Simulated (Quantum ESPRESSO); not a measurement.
**Band energies of TaAgO3**

```xyz
10
Lattice="2.7878 1.6096 4.6444 -2.7878 1.6096 4.6444 0.0000 -3.2191 4.6444" Properties=species:S:1:pos:R:3 pbc="T T T"
O      0.3152     1.6096     8.1278
O     -0.3152    -1.6096     5.8056
O     -1.5515    -0.5318     8.1278
O      1.5515     0.5318     5.8056
O      1.2363    -1.0777     8.1278
O     -1.2363     1.0777     5.8056
Ag     0.0000     0.0000    10.4500
Ag     0.0000     0.0000     3.4833
Ta     0.0000     0.0000     0.0000
Ta     0.0000     0.0000     6.9667
```

LDA (pw.x of Quantum ESPRESSO, ONCV potentials, scalar-relativistic); path ΓLB1,BZΓX,QFP1Z,LP; energies in eV from the valence-band maximum.

```csv
k (1/Å),point,band 46,band 47,band 48,band 49,band 50,band 51,band 52,band 53
0.00,Γ,-0.76,-0.76,-0.56,-0.16,-0.16,1.98,2.03,2.03
0.46,,-0.47,-0.44,-0.40,-0.15,-0.08,2.58,2.99,3.13
0.69,L,-0.65,-0.26,-0.26,-0.07,-0.07,3.32,3.32,3.88
0.97,,-0.48,-0.38,-0.38,-0.20,-0.20,3.27,3.27,3.81
1.24,B1,-0.65,-0.38,-0.38,-0.20,-0.20,3.10,3.10,4.12
1.24,B,-0.65,-0.38,-0.38,-0.20,-0.20,3.10,3.10,4.12
1.63,,-0.46,-0.41,-0.41,-0.23,-0.23,3.37,3.37,3.92
1.82,Z,-0.52,-0.24,-0.24,-0.24,-0.24,3.33,3.33,4.06
2.04,,-0.51,-0.51,-0.38,-0.13,-0.13,2.53,3.18,3.18
2.49,Γ,-0.76,-0.76,-0.56,-0.16,-0.16,1.98,2.03,2.03
3.00,,-0.60,-0.50,-0.32,-0.25,-0.11,2.91,3.00,3.23
3.33,X,-0.53,-0.47,-0.28,-0.19,-0.10,2.54,3.73,3.90
3.33,Q,-0.53,-0.47,-0.28,-0.19,-0.10,2.54,3.73,3.90
3.62,F,-0.44,-0.22,-0.18,-0.09,-0.08,1.82,3.79,4.08
3.62,P1,-0.63,-0.46,-0.24,-0.23,-0.09,2.56,3.78,3.91
3.74,,-0.56,-0.49,-0.30,-0.25,-0.17,2.87,3.72,3.84
3.99,,-0.48,-0.36,-0.31,-0.25,-0.19,3.34,3.40,3.91
4.11,Z,-0.52,-0.24,-0.24,-0.24,-0.24,3.33,3.33,4.06
4.11,L,-0.65,-0.26,-0.26,-0.07,-0.07,3.32,3.32,3.88
4.59,P,-0.63,-0.46,-0.24,-0.23,-0.09,2.56,3.78,3.91
```

The LDA gap is indirect, 1.82 eV, from 33 % of the way from L to P to F; the smallest direct gap is 1.90 eV.

Spin-orbit coupling is left out, which matters for elements this heavy: edges can move by tenths of an eV.

Geometry of the Materials Project entry, not relaxed at this level.

The structure is a Materials Project entry; no match was found in the copy of COD used, and its stability was not checked.
